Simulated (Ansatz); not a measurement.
All numbers below come from DFT PBE, scalar-relativistic, plane waves, PAW in Ansatz 0.2.0. Settings: cutoff 420 eV, Γ-centred meshes spaced at most about 0.3 Å⁻¹, and about 0.25 Å⁻¹ or finer for metals (2π included), Gaussian smearing. No spin polarisation in the final relaxations.

All energies are static (0 K, no zero-point motion).

Two relaxed structures of P₂C:

1.

```xyz
3
Lattice="1.4886 0.8594 4.3044 -1.4886 0.8594 4.3044 0.0000 -1.7189 4.3044" Properties=species:S:1:pos:R:3 pbc="T T T"
P     0.0000    0.0000    9.8480
P     0.0000    0.0000    3.0652
C     0.0000    0.0000    0.0000
```

2.

```xyz
6
Lattice="2.8045 0.0000 0.0000 -1.4023 2.4288 0.0000 0.0000 0.0000 10.7971" Properties=species:S:1:pos:R:3 pbc="T T T"
P     0.0000    1.6192    3.9775
P     1.4023    0.8096    6.8195
P     1.4023    0.8096    9.3761
P     0.0000    1.6192    1.4210
C     0.0000    0.0000    2.6993
C     0.0000    0.0000    8.0978
```

Question: Which form is favoured at zero pressure, and by what margin per atom?

Answer: Cell 1 is lower, by 40 meV/atom. Cell 1 has the anti-cadmium chloride type, space group R-3m (No. 166), 11.0 Å³/atom and no gap on its mesh; cell 2 has space group P6_3/mmc (No. 194), 12.3 Å³/atom and no gap. Even the lower one lies +1.18 eV/atom against the reference forms of the elements (uncorrected), so neither is stable at this level. In cell 1, around P lie 3 C at 2.12 Å and 3 P at 2.51 Å; C is surrounded by 6 P at 2.12 Å. In cell 2, around P lie 3 C at 2.06 Å; around C lie 6 P at 2.06 Å. Both come from invented guesses. A third cell relaxed alike, in P-3m1, lies 123 meV/atom below the lower of the two.

Weakly bound directions are ill-defined at this level, which has no dispersion term (P6_3/mmc), and this can change margins and order among such cells. A magnetic state wasn't ruled out in cells without spin, among them R-3m. Cells relaxed within their symmetry can be saddle points.
